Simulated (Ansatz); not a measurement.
**MoPt, first-principles data**

MoPt:
```
MoPt
1.0
    2.77462     0.00000     0.00000
   -1.38731     2.40289     0.00000
    0.00000     0.00000     4.49342
Mo Pt
1 1
Direct
  0.66667   0.33333   0.00000
  0.33333   0.66667   0.50000
```

Space group P-6m2 (No. 187); conventional cell a = b = 2.775 Å, c = 4.493 Å, α = β = 90.00°, γ = 120.00°.

Method: PBEsol (plane waves, PAW; program Ansatz). The cell and atoms are relaxed at this level. Other levels are named where they apply.

**Cell and energy**

```json
{
 "volume_per_atom": "14.98 Å³",
 "density": "16.13 g/cm³",
 "Formation energy from the elements (no fitted shifts)": "-0.19 eV/atom"
}
```

**Electronic structure**

```json
{
  "electronic_character": "metallic (no gap)",
  "Density of states at the Fermi level": "0.77 states/eV per atom (mean over ±0.08 eV)",
  "Gap with spin–orbit coupling": "none (metallic)"
}
```

**Mechanics**

```json
{
 "Bulk modulus (Birch–Murnaghan fit)": "294 GPa",
 "Pressure derivative B′": "4.8",
 "Elastic constants (relaxed ions, GPa)": "C11 = 382, C12 = 300, C13 = 188, C33 = 542, C44 = 147",
 "mechanical_stability": "stable (all eigenvalues of C positive)",
 "hill_bulk_and_shear_moduli": "295 and 91.0 GPa",
 "Young's modulus": "248 GPa",
 "Poisson's ratio": "0.36",
 "debye_temperature_from_the_elastic_constants": "323 K"
}
```

**Phonons**

```json
{
 "highest_zone_centre_frequency": "215 cm^-1",
 "zone_centre_stability": "no imaginary mode at Γ"
}
```

The workflow started from a Materials Project entry (that database holds measured and hypothetical structures alike); the Crystallography Open Database copy checked does not list it. With Mo and Pt taken as one species the cell has the higher symmetry P6_3/mmc, so it may be an ordered model of a mixed-site phase. Whether it is the stable phase at ambient conditions was not checked. The cell was relaxed with PBEsol under the symmetry of its start. The run is not spin-polarised. As this level gives no gap, shear constants depend on the k-mesh and smearing (Fermi–Dirac, 0.1 eV here). As this level gives no gap, phonon frequencies hold no LO–TO term and depend on the k-mesh and smearing (Fermi–Dirac, 0.1 eV here). Axis ratios of metals converge slowly with the k-mesh, so a and c are less sure than the volume. On the denser mesh and wider smearing of the elastic run this cell carries a stress of 0.4 GPa. The references are the lowest solids computed at this level, not always the standard phases. Scalar-relativistic: spin–orbit coupling is off unless named, which matters more the heavier the elements.

Potentials: the later of the program's two PAW sets.
